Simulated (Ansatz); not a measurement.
# CaCu2Si2 under pressure: fit and missing row

CaCu2Si2, I4/mmm, a = 4.003 Å, c = 9.816 Å. The structure is a COD entry; whether it is the stable form wasn't checked. Ansatz: PBEsol, PAW, 420 eV, Γ-centred 12×12×12 mesh on 5 atoms, Gaussian smearing 0.10 eV; no spin polarisation. Cell and atoms are relaxed at each pressure, and no other structure is tried, so the rows at high pressure may lie past a change of phase.

| V (Å³/atom) | P (GPa) |
| --- | --- |
| 10.699 | 90.02 |
| 11.983 | 50.00 |
| 13.276 | 25.00 |
| 14.304 | 12.01 |
| 15.176 | 3.99 |
| 15.584 | 1.00 |
| 15.733 | 0.00 |
| ? | -1.01 |

Problem. Take V0 = 15.733 Å³/atom, fit the third-order Birch–Murnaghan form to the other rows, and predict the missing volume.

Solution. With the Eulerian strain f = ½[(V0/V)^(2/3) − 1] and y = P/[3f(1 + 2f)^(5/2)], the form is the line y = B0 + 1.5 B0 (B0′ − 4) f. Rows (f, y): 0.14657, 107.7; 0.09952, 106.4; 0.05993, 104.8; 0.03277, 104.2; 0.01216, 103.0; 0.00318, 103.2. Means f = 0.05902, y = 104.88; Σ(Δf)² = 0.01531, ΣΔfΔy = 0.5081; the slope is their ratio. y = 102.9 + 33.19 f GPa, so B0 = 102.9 GPa and B0′ = 4 + 2 × (33.19)/(3 × 102.9) = 4.22. P = -1.01 GPa is met at f = -0.00333 (y = 102.79), so V = V0 (1 + 2f)^(−3/2) = 15.892 Å³/atom. The run gave 15.892 Å³/atom, the same to the digits shown.

The mesh isn't the same in all rows (12×12×12, 14×14×14).